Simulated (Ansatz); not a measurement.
Cd (hcp, Mg type)

```yaml
crystal:
  lattice:
    - [2.96206, 0.00000, 0.00000]
    - [-1.48103, 2.56522, 0.00000]
    - [0.00000, 0.00000, 5.80108]
  atoms:
    - { symbol: Cd, position: [0.33333, 0.66667, 0.75000] }
    - { symbol: Cd, position: [0.66667, 0.33333, 0.25000] }
```

In each cell atom 2 (Cd, nearest neighbour Cd at 2.962 Å; its periodic images, 3.0 Å or more away, move with it) moves by s·(0.707, 0.707, 0.000) (along Cartesian [110]), the rest being held.

Level of theory: r2SCAN (plane waves to 500 eV, PAW, scalar-relativistic; Ansatz, a quantum-chemistry and plane-wave program). k mesh 14×14×7 (Γ-centred), Fermi-Dirac smearing 0.05 eV. The energy includes the smearing's −TS. With partly filled bands, energies and forces of such displacements shift with the k mesh and the smearing. On this mesh the relaxed cell isn't quite at rest: it carries a pressure of 0.2 GPa (compression positive) at the zero of the scan. Cd was relaxed with its symmetry unable to fall. The PAW data are Ansatz's earlier set. The zero of ΔE is the undisplaced structure. The last digit holds for this mesh only.

```tsv
s (Å)	ΔE (meV/cell)
-0.590	28.08
-0.472	withheld
-0.354	13.05
-0.236	6.37
-0.118	1.71
0.000	0.00
0.118	1.89
0.236	7.81
0.354	17.90
0.472	32.01
0.590	49.70
```

**Question.** Fit a polynomial form (powers 2, 3, 4) to the given rows and predict ΔE at s = -0.472.

**Answer.** Least squares on the 10 given rows: ΔE = (130.4)·s² + (52.81)·s³ + (-53.65)·s⁴, in meV/cell with s in Å; root-mean-square residual 0.048 meV/cell. At -0.472 the fit gives 20.84 meV/cell; the calculation gives 20.70 meV/cell, so the interpolation is off by 0.14 (+0.7 %). The quadratic term alone would give 29.05 meV/cell.

(For displaced atoms, the force is minus the slope of the energy, and its curvature is a force constant, which sets phonon frequencies.)
